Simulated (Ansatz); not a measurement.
Consider the following.

IrW:
```cif
data_Ir2W2
_chemical_formula_sum 'Ir2 W2'
_space_group_name_H-M_alt 'Pmma'
_space_group_IT_number 51
_space_group_name_Hall '-P 2a 2a'
_cell_length_a 4.41371
_cell_length_b 2.74218
_cell_length_c 4.78410
_cell_angle_alpha 90.000
_cell_angle_beta 90.000
_cell_angle_gamma 90.000
loop_
_space_group_symop_operation_xyz
  'x, y, z'
  '-x, -y, -z'
  '-x+1/2, -y, z'
  'x+1/2, y, -z'
  'x+1/2, -y, -z'
  '-x+1/2, y, z'
  '-x, y, -z'
  'x, -y, z'
loop_
_atom_site_label
_atom_site_type_symbol
_atom_site_symmetry_multiplicity
_atom_site_Wyckoff_symbol
_atom_site_fract_x
_atom_site_fract_y
_atom_site_fract_z
_atom_site_occupancy
Ir1 Ir 2 f 0.25000 0.50000 0.32416 1
W1 W 2 e 0.75000 0.00000 0.17225 1
```

This is the LDA-relaxed structure.

All from the program Ansatz at the LDA level (PAW), unless another level is named. Estimate the formation energy from the elements (no fitted shifts).

-327 meV/atom.

Predict the density of states at the Fermi level.

0.60 states/eV per atom (mean over ±0.08 eV).

The first step of the workflow began from a Materials Project structure, measured or hypothetical; the Crystallography Open Database files this formula in space group No. 51, but the cells were not matched. Whether it is the stable phase at ambient conditions was not checked. Symmetry was held in the LDA relaxation; of distortions, only those at the zone centre were tested. No spin polarisation was allowed. The references are the lowest solids computed at this level, not always the standard phases. Scalar-relativistic: spin–orbit coupling is off unless named, which matters more the heavier the elements.

Potentials: the later of the program's two PAW sets.
